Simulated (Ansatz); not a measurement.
What DFT gives for FeI

```yaml
crystal:
  lattice:
    - [5.63826, 0.00000, 0.00000]
    - [0.00000, 3.63534, 0.00000]
    - [0.00000, 0.00000, 5.94456]
  atoms:
    - { symbol: I, position: [0.25000, 0.00000, 0.17700] }
    - { symbol: I, position: [0.75000, 0.00000, 0.82300] }
    - { symbol: Fe, position: [0.25000, 0.50000, 0.68200] }
    - { symbol: Fe, position: [0.75000, 0.50000, 0.31800] }
```

Method: r2SCAN, no spin polarisation; PAW, plane waves to 500 eV, 6×9×6 Γ-centred mesh, methfessel-paxton occupations (width 0.034 eV) (Ansatz 0.2.0), atoms fixed.

Question: What is the formation energy?

Answer: 2.58 eV an atom against the elements' usual phases (free molecules for gases, crystals otherwise, with no correction for O₂ or N₂), so at this geometry it isn't bound against them. Relaxing would lower it.

Question: Is there a gap?

Answer: It is a metal, with about 11 states/eV a cell as the mean within 0.25 eV of the Fermi level, mostly Fe d (91 %).

Question: Describe some of the short contacts.

Answer: I–Fe at 3.46 Å: least valence density 0.08 e/Å³ and ELF 0.10 there. I–I at 3.52 Å: least valence density 0.11 e/Å³ and ELF 0.09 there. Fe–Fe at 3.55 Å: least valence density 0.07 e/Å³ and ELF 0.17 there. These are pseudo-fields; inside the PAW spheres they differ from the all-electron ones.

Question: Which atom feels the largest force, and which way?

Answer: The largest is on I1 (and as large on other atoms): 1.26 eV/Å, components (0.00, 0.00, 1.26). It makes 76° with the line to a nearest neighbour, Fe4 at 3.46 Å.

Question: Which element gives electrons and which takes them?

Answer: Bader charges in e: Fe +0.55, I -0.55. In the mean Fe gives up most and I takes most.

Question: What does the stress say?

Answer: The pressure is -7.2 GPa (compression positive), so with the atoms held at these fractions the cell would first shrink; the forces are large, so a full relaxation may end otherwise. The principal stresses -9.3, -8.4, -4.0 GPa differ, so its shape would change too.

Origin: a known structure type with other elements, at an estimated volume, so it need not be a known compound. Caveats: no spin polarisation, so a magnetic state may lie lower.
